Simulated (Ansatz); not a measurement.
The start is a generated cell, Ru built in the AFLOW prototype A_hR1_166_a (A_i). The cell and all atomic positions are relaxed at zero pressure with r2SCAN (plane waves to 500 eV, PAW, scalar-relativistic; Ansatz, a program for electronic structure). The first steps use a coarse 14×14×14 k-mesh.

Starting cell:
```
Ru
1.0
    1.82097     1.05134     1.17530
   -1.82097     1.05134     1.17530
    0.00000    -2.10268     1.17530
Ru
1
Direct
  0.00000   0.00000   0.00000
```

```yaml
initial_pressure: "+41.1 GPa (positive: the cell is compressed)"
energy_released: 0.25 eV/atom
volume_change: +14.5 %, from 13.50 to 15.46 Å³/atom
Shortest distances (start → end): "The closest pairs of elements (up to four, under 3.6 Å), start → end: Ru–Ru 2.41 → 2.49 Å"
band_gap_at_the_end: zero (metallic)
optimiser_moves: 14
```

Relaxed structure:

```cif
data_Ru
_chemical_formula_sum 'Ru1'
_space_group_name_H-M_alt 'Pm-3m'
_space_group_IT_number 221
_space_group_name_Hall '-P 4 2 3'
_cell_length_a 2.49094
_cell_length_b 2.49094
_cell_length_c 2.49094
_cell_angle_alpha 90.000
_cell_angle_beta 90.000
_cell_angle_gamma 90.000
loop_
_atom_site_label
_atom_site_type_symbol
_atom_site_symmetry_multiplicity
_atom_site_Wyckoff_symbol
_atom_site_fract_x
_atom_site_fract_y
_atom_site_fract_z
_atom_site_occupancy
Ru1 Ru 1 a 0.00000 0.00000 0.00000 1
```

Final values are on a 19×19×19 k-mesh of the relaxed cell. No spin polarisation in the result.

The run could not lose the symmetry of its start, so the end can be a saddle point.

The relaxed structure here is a generated cell of Ru: the first start was made by placing the elements on the sites of a structure type, and the end was not matched to a known phase here, so it may be hypothetical. Known forms of Ru include space group No. 194.
